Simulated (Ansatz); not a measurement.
# How much does the functional matter for the cell of Si₂W?

The starting cell is an entry of the Crystallography Open Database (2001):

```
Si W
1.0
    -1.60690    1.60690    3.91495
     1.60690   -1.60690    3.91495
     1.60690    1.60690   -3.91495
Si W
2 1
Direct
  0.33470 0.33470 0.00000
  0.66530 0.66530 0.00000
  0.00000 0.00000 0.00000
```

Atoms and cell were relaxed at zero pressure with plane-wave PAW DFT (Ansatz 0.2.0; one set of PAW datasets, made under PBE, for all functionals; 420 eV, r2SCAN 500 eV; 10×10×10 Γ-centred mesh, fermi-dirac occupations of width 0.100 eV; no spin polarisation, no spin-orbit coupling, no dispersion correction), keeping the symmetry (I4/mmm, No. 139).

Q: What cells and energies do LDA, PBEsol, PBE, r2SCAN give?

A: The relaxed conventional cells:

| functional | a (Å) | c (Å) | volume (Å³/atom) | formation energy (eV/atom) |
| --- | --- | --- | --- | --- |
| LDA | 3.186 | 7.774 | 13.15 | -0.437 |
| PBEsol | 3.203 | 7.818 | 13.37 | -0.446 |
| PBE | 3.229 | 7.869 | 13.68 | -0.336 |
| r2SCAN | 3.213 | 7.806 | 13.43 | -0.307 |
| the entry | 3.214 | 7.830 | 13.48 | – |

LDA gives the smallest volume and PBE the largest, 4.0 % more, the usual order, since LDA overbinds and PBE's gradient terms loosen the lattice. Against the entry's volume: LDA -2.4 %, PBEsol -0.8 %, PBE +1.5 %, r2SCAN -0.4 %; r2SCAN and PBEsol come about as near. The formation energies span 0.14 eV an atom, lowest under PBEsol.

Caveats: each relaxation keeps the start's symmetry, so a distorted cell may lie lower; computed cells are at 0 K with fixed nuclei, while the entry holds thermal expansion, often some tenths of a per cent in volume and more in soft crystals; no spin-orbit coupling, which moves formation energies of heavy elements; formation energies are at zero smearing against the elements' usual phases under the same functional, gases as free molecules, uncorrected.
